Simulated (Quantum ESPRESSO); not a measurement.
```cif
data_Cs2F6KSc
_chemical_formula_sum 'F6 K1 Sc1 Cs2'
_space_group_name_H-M_alt 'P 1'
_space_group_IT_number 1
_cell_length_a 6.59743
_cell_length_b 6.59743
_cell_length_c 6.59743
_cell_angle_alpha 60.000
_cell_angle_beta 60.000
_cell_angle_gamma 60.000
loop_
_space_group_symop_operation_xyz
  'x, y, z'
loop_
_atom_site_label
_atom_site_type_symbol
_atom_site_fract_x
_atom_site_fract_y
_atom_site_fract_z
_atom_site_occupancy
F1 F 0.78077 0.21923 0.21923 1
F2 F 0.21923 0.78077 0.78077 1
F3 F 0.21923 0.78077 0.21923 1
F4 F 0.78077 0.21923 0.78077 1
F5 F 0.21923 0.21923 0.78077 1
F6 F 0.78077 0.78077 0.21923 1
K1 K 0.50000 0.50000 0.50000 1
Sc1 Sc 0.00000 0.00000 0.00000 1
Cs1 Cs 0.25000 0.25000 0.25000 1
Cs2 Cs 0.75000 0.75000 0.75000 1
```

The geometry is that of Materials Project entry mp-1113131, symmetrised and not relaxed again.

Task: What does norm-conserving LDA (Quantum ESPRESSO, 84 Ry, scalar-relativistic) give for the electronic structure near the Fermi level?

Result: The LDA gap is direct, 6.48 eV at Γ. Another valence extremum on the path lies within 0.02 eV, too close to call. 

The structure is a Materials Project entry; no match was found in the copy of COD used, and its stability was not checked.
